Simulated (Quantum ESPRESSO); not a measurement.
Sn4Mg2TiRu, one run as intended and one with a planted mistake

Computed values, not a measurement. The program is pw.x of Quantum ESPRESSO 7.5 (plane-wave density functional theory). The cell is made up: eight metal atoms on a hexagonal close-packed lattice, with elements, volume, strain and displacements drawn at random and not relaxed, so it may be unstable or far from any real phase. PseudoDojo standard norm-conserving files set the functional (PBE unless stated); there is no spin polarisation or spin-orbit coupling, the Fermi-Dirac width of 0.25 eV means electrons at about 2900 K, and the masses in the input are unused placeholders. The tin pseudopotential is less sure than most, with forces differing by about three percent from a second method on plain tin. A spin test at this wide smearing found no moment, but such smearing suppresses magnetism that the real alloy may have.

Intended input:

```
&control calculation='scf', pseudo_dir='./dojo.nc.sr.pbe.v0_5.standard.upf', outdir='./o', disk_io='minimal', tprnfor=.true., tstress=.true. /
&system ibrav=0, nat=8, ntyp=4, nbnd=62, ecutwfc=84.00895049, nosym=.true., tot_charge=0,
 occupations='smearing', smearing='fd', degauss=0.0183746611
/
&electrons conv_thr=1.470e-08, electron_maxstep=70, mixing_beta=0.5 /
ATOMIC_SPECIES
Mg 1.0 Mg.upf
Ru 1.0 Ru.upf
Sn 1.0 Sn.upf
Ti 1.0 Ti.upf
CELL_PARAMETERS angstrom
2.9747 0.01 4.8377
3.1027 -0.0154 -4.9162
-3.0433 5.3676 0.0528
ATOMIC_POSITIONS angstrom
Sn 0.002 -0.15 0.2885
Mg -1.7108 2.6601 -0.0591
Ti 3.1657 1.668 -2.5545
Sn 1.5584 4.5174 -2.4547
Ru 3.1555 -0.0735 -0.1872
Sn 1.6958 2.5613 -0.1533
Sn 3.0063 1.7378 2.4815
Mg 1.2402 4.2579 2.3932
K_POINTS automatic
5 5 5 1 1 1
```

The log is shortened where brackets say so; the opening notice, blank lines, dates and the lines on written files are dropped, and the path of the files is cut. It prints rydbergs, bohrs and kilobars, and counts compression as positive stress. Its total energy is the free energy E - TS of the whole cell.

Log of the intended run:

```
     Program PWSCF v.7.5
     Parallel version (MPI & OpenMP), running on       4 processor cores
     Number of MPI processes:                 4
     Threads/MPI process:                     1
     [start-up lines left out]
     bravais-lattice index     =            0
     lattice parameter (alat)  =      10.7320  a.u.
     unit-cell volume          =    1072.8712 (a.u.)^3
     number of atoms/cell      =            8
     number of atomic types    =            4
     number of electrons       =       104.00
     number of Kohn-Sham states=           62
     kinetic-energy cutoff     =      84.0090  Ry
     charge density cutoff     =     336.0358  Ry
     scf convergence threshold =      1.5E-08
     mixing beta               =       0.5000
     number of iterations used =            8  plain     mixing
     Exchange-correlation= PBE
                           (   1   4   3   4   0   0   0)
     [axes and pseudopotential details left out]
   Cartesian axes
     site n.     atom                  positions (alat units)
         1        Sn     tau(   1) = (   0.0003522  -0.0264126   0.0508002  )
         2        Mg     tau(   2) = (  -0.3012444   0.4684009  -0.0104066  )
         3        Ti     tau(   3) = (   0.5574290   0.2937080  -0.4498065  )
         4        Sn     tau(   4) = (   0.2744092   0.7954417  -0.4322333  )
         5        Ru     tau(   5) = (   0.5556329  -0.0129422  -0.0329629  )
         6        Sn     tau(   6) = (   0.2986032   0.4510038  -0.0269937  )
         7        Sn     tau(   7) = (   0.5293612   0.3059987   0.4369523  )
         8        Mg     tau(   8) = (   0.2183793   0.7497479   0.4214041  )
     number of k points=    63  Fermi-Dirac smearing, width (Ry)=  0.0184
                       cart. coord. in units 2pi/alat
        k(    1) = (   0.1871056   0.2118691   0.0019037), wk =   0.0320000
        k(    2) = (   0.1872866   0.4235842   0.0013547), wk =   0.0320000
     [further k points left out]
     Dense  grid:   111579 G-vectors     FFT dimensions: (  64,  72,  72)
     Estimated max dynamical RAM per process >     389.64 MB
     Estimated total dynamical RAM >       1.44 GB
     Initial potential from superposition of free atoms
     starting charge     103.9899, renormalised to     104.0000
     Starting wfcs are   66 randomized atomic wfcs
     total cpu time spent up to now is       13.4 secs
     per-process dynamical memory:   311.4 Mb
     Self-consistent Calculation
     iteration #  1     ecut=    84.01 Ry     beta= 0.50
     Davidson diagonalization with overlap
     ethr =  1.00E-02,  avg # of iterations =  4.1
     total cpu time spent up to now is       46.7 secs
     total energy              =   -1188.17993685 Ry
     estimated scf accuracy    <       1.05133929 Ry
     iteration #  2     ecut=    84.01 Ry     beta= 0.50
     Davidson diagonalization with overlap
     ethr =  1.01E-03,  avg # of iterations =  7.0
     total cpu time spent up to now is       89.3 secs
     total energy              =   -1188.50926844 Ry
     estimated scf accuracy    <       6.87574313 Ry
     [iterations 3 to 12 left out]
     iteration # 13     ecut=    84.01 Ry     beta= 0.50
     Davidson diagonalization with overlap
     ethr =  4.83E-10,  avg # of iterations =  3.3
     total cpu time spent up to now is      464.5 secs
     total energy              =   -1188.83510673 Ry
     estimated scf accuracy    <       0.00000002 Ry
     iteration # 14     ecut=    84.01 Ry     beta= 0.50
     Davidson diagonalization with overlap
     ethr =  1.66E-11,  avg # of iterations =  4.2
     total cpu time spent up to now is      498.5 secs
     End of self-consistent calculation
     [lines on levels left out]
!    total energy              =   -1188.83510673 Ry
     estimated scf accuracy    <          3.1E-09 Ry
     smearing contrib. (-TS)   =      -0.08805652 Ry
     internal energy E=F+TS    =   -1188.74705020 Ry
     The total energy is F=E-TS. E is the sum of the following terms:
     one-electron contribution =    -430.12735447 Ry
     hartree contribution      =     268.52917088 Ry
     xc contribution           =    -260.24266439 Ry
     ewald contribution        =    -766.90620222 Ry
     convergence has been achieved in  14 iterations
     Forces acting on atoms (cartesian axes, Ry/au):
     atom    1 type  3   force =    -0.02972411    0.04196127   -0.06707960
     atom    2 type  1   force =     0.06191282   -0.01492516    0.01623020
     atom    3 type  4   force =    -0.03559101   -0.00295935    0.01861770
     atom    4 type  3   force =     0.01549074   -0.02045054    0.03397879
     atom    5 type  2   force =     0.00668654    0.00061159   -0.00516493
     atom    6 type  3   force =    -0.05099167   -0.02246360    0.03199665
     atom    7 type  3   force =     0.00307143   -0.01451890   -0.03602546
     atom    8 type  1   force =     0.02914526    0.03274471    0.00744664
     Total force =     0.150312     Total SCF correction =     0.000078
     Computing stress (Cartesian axis) and pressure
          total   stress  (Ry/bohr**3)                   (kbar)     P=       73.35
   0.00033424   0.00018823   0.00037562           49.17       27.69       55.26
   0.00018823   0.00045697  -0.00011559           27.69       67.22      -17.00
   0.00037562  -0.00011559   0.00070464           55.26      -17.00      103.66
     init_run     :     11.97s CPU     12.29s WALL (       1 calls)
     electrons    :    484.08s CPU    485.03s WALL (       1 calls)
     forces       :      2.62s CPU      2.62s WALL (       1 calls)
     stress       :      7.09s CPU      7.09s WALL (       1 calls)
     [timing details left out]
     PWSCF        :   8m26.91s CPU   8m28.22s WALL
     JOB DONE.
```

A second run has one planted mistake: the cell and the positions are scaled by a wrong factor. The input lines that differ:

```
- 2.9747 0.01 4.8377
- 3.1027 -0.0154 -4.9162
- -3.0433 5.3676 0.0528
+ 2.9967 0.0101 4.8735
+ 3.1257 -0.0155 -4.9526
+ -3.0658 5.4073 0.0532
- Sn 0.002 -0.15 0.2885
- Mg -1.7108 2.6601 -0.0591
- Ti 3.1657 1.668 -2.5545
- Sn 1.5584 4.5174 -2.4547
- Ru 3.1555 -0.0735 -0.1872
- Sn 1.6958 2.5613 -0.1533
- Sn 3.0063 1.7378 2.4815
- Mg 1.2402 4.2579 2.3932
+ Sn 0.002 -0.1511 0.2906
+ Mg -1.7235 2.6798 -0.0595
+ Ti 3.1891 1.6803 -2.5734
+ Sn 1.5699 4.5508 -2.4729
+ Ru 3.1789 -0.074 -0.1886
+ Sn 1.7083 2.5803 -0.1544
+ Sn 3.0285 1.7507 2.4999
+ Mg 1.2494 4.2894 2.4109
```

Its log:

```
     Program PWSCF v.7.5
     Parallel version (MPI & OpenMP), running on       4 processor cores
     Number of MPI processes:                 4
     Threads/MPI process:                     1
     [start-up lines left out]
     bravais-lattice index     =            0
     lattice parameter (alat)  =      10.8114  a.u.
     unit-cell volume          =    1096.8727 (a.u.)^3
     number of atoms/cell      =            8
     number of atomic types    =            4
     number of electrons       =       104.00
     number of Kohn-Sham states=           62
     kinetic-energy cutoff     =      84.0090  Ry
     charge density cutoff     =     336.0358  Ry
     scf convergence threshold =      1.5E-08
     mixing beta               =       0.5000
     number of iterations used =            8  plain     mixing
     Exchange-correlation= PBE
                           (   1   4   3   4   0   0   0)
     [axes and pseudopotential details left out]
   Cartesian axes
     site n.     atom                  positions (alat units)
         1        Sn     tau(   1) = (   0.0003496  -0.0264109   0.0507942  )
         2        Mg     tau(   2) = (  -0.3012517   0.4684041  -0.0104000  )
         3        Ti     tau(   3) = (   0.5574250   0.2937008  -0.4498063  )
         4        Sn     tau(   4) = (   0.2744039   0.7954374  -0.4322399  )
         5        Ru     tau(   5) = (   0.5556421  -0.0129345  -0.0329655  )
         6        Sn     tau(   6) = (   0.2985949   0.4510124  -0.0269877  )
         7        Sn     tau(   7) = (   0.5293536   0.3060060   0.4369592  )
         8        Mg     tau(   8) = (   0.2183835   0.7497471   0.4214029  )
     number of k points=    63  Fermi-Dirac smearing, width (Ry)=  0.0184
                       cart. coord. in units 2pi/alat
        k(    1) = (   0.1871032   0.2118678   0.0019044), wk =   0.0320000
        k(    2) = (   0.1872828   0.4235826   0.0013551), wk =   0.0320000
     [further k points left out]
     Dense  grid:   114133 G-vectors     FFT dimensions: (  64,  72,  72)
     Estimated max dynamical RAM per process >     397.72 MB
     Estimated total dynamical RAM >       1.47 GB
     Initial potential from superposition of free atoms
     starting charge     103.9899, renormalised to     104.0000
     Starting wfcs are   66 randomized atomic wfcs
     total cpu time spent up to now is        9.6 secs
     per-process dynamical memory:   317.5 Mb
     Self-consistent Calculation
     iteration #  1     ecut=    84.01 Ry     beta= 0.50
     Davidson diagonalization with overlap
     ethr =  1.00E-02,  avg # of iterations =  4.1
     Threshold (ethr) on eigenvalues was too large:
     Diagonalizing with lowered threshold
     Davidson diagonalization with overlap
     ethr =  9.50E-04,  avg # of iterations =  2.0
     total cpu time spent up to now is       53.4 secs
     total energy              =   -1188.25525174 Ry
     estimated scf accuracy    <       0.98491222 Ry
     iteration #  2     ecut=    84.01 Ry     beta= 0.50
     Davidson diagonalization with overlap
     ethr =  9.47E-04,  avg # of iterations =  7.1
     total cpu time spent up to now is       81.4 secs
     total energy              =   -1188.51098764 Ry
     estimated scf accuracy    <       6.97444650 Ry
     [iterations 3 to 10 left out]
     iteration # 11     ecut=    84.01 Ry     beta= 0.50
     Davidson diagonalization with overlap
     ethr =  5.04E-10,  avg # of iterations =  5.1
     total cpu time spent up to now is      346.8 secs
     total energy              =   -1188.84536226 Ry
     estimated scf accuracy    <       0.00000071 Ry
     iteration # 12     ecut=    84.01 Ry     beta= 0.50
     Davidson diagonalization with overlap
     ethr =  5.04E-10,  avg # of iterations =  2.1
     total cpu time spent up to now is      371.3 secs
     End of self-consistent calculation
     [lines on levels left out]
!    total energy              =   -1188.84536231 Ry
     estimated scf accuracy    <       0.00000001 Ry
     smearing contrib. (-TS)   =      -0.09047310 Ry
     internal energy E=F+TS    =   -1188.75488921 Ry
     The total energy is F=E-TS. E is the sum of the following terms:
     one-electron contribution =    -438.88670784 Ry
     hartree contribution      =     271.53713934 Ry
     xc contribution           =    -260.13420214 Ry
     ewald contribution        =    -761.27111858 Ry
     convergence has been achieved in  12 iterations
     Forces acting on atoms (cartesian axes, Ry/au):
     atom    1 type  3   force =    -0.02840841    0.03991968   -0.06253668
     atom    2 type  1   force =     0.05780076   -0.01450598    0.01534393
     atom    3 type  4   force =    -0.03257168   -0.00505263    0.01875519
     atom    4 type  3   force =     0.01368544   -0.01786246    0.03313075
     atom    5 type  2   force =     0.00776518    0.00195593   -0.00685420
     atom    6 type  3   force =    -0.04791760   -0.02172535    0.02985626
     atom    7 type  3   force =     0.00236335   -0.01423153   -0.03435281
     atom    8 type  1   force =     0.02728296    0.03150234    0.00665756
     Total force =     0.141705     Total SCF correction =     0.000414
     Computing stress (Cartesian axis) and pressure
          total   stress  (Ry/bohr**3)                   (kbar)     P=       52.23
   0.00020157   0.00017914   0.00035281           29.65       26.35       51.90
   0.00017914   0.00031895  -0.00010950           26.35       46.92      -16.11
   0.00035281  -0.00010950   0.00054460           51.90      -16.11       80.11
     init_run     :      9.21s CPU      9.50s WALL (       1 calls)
     electrons    :    360.51s CPU    361.67s WALL (       1 calls)
     forces       :      2.00s CPU      2.00s WALL (       1 calls)
     stress       :      6.91s CPU      6.91s WALL (       1 calls)
     [timing details left out]
     PWSCF        :   6m18.78s CPU   6m20.26s WALL
     JOB DONE.
```

|  | intended run | run with the mistake |
| --- | --- | --- |
| free energy (eV) | -16174.926 | -16175.065 |
| entropy term -TS, part of it (eV) | -1.198 | -1.231 |
| pressure (GPa) | 7.33 | 5.22 |
| size of the largest force component (eV/Å) | 1.725 | 1.608 |
| largest change of a force component (eV/Å) |  | 0.117 |
| iterations | 14 | 12 |

For scale, a rerun of the intended cell at a higher cutoff and on a denser mesh moved values by no more than 0.003 eV in energy, 0.13 GPa in stress and 0.007 eV/Å in force, and a second program with other atomic files agreed on that cell to 2 % rms in force and 0.5 GPa in pressure.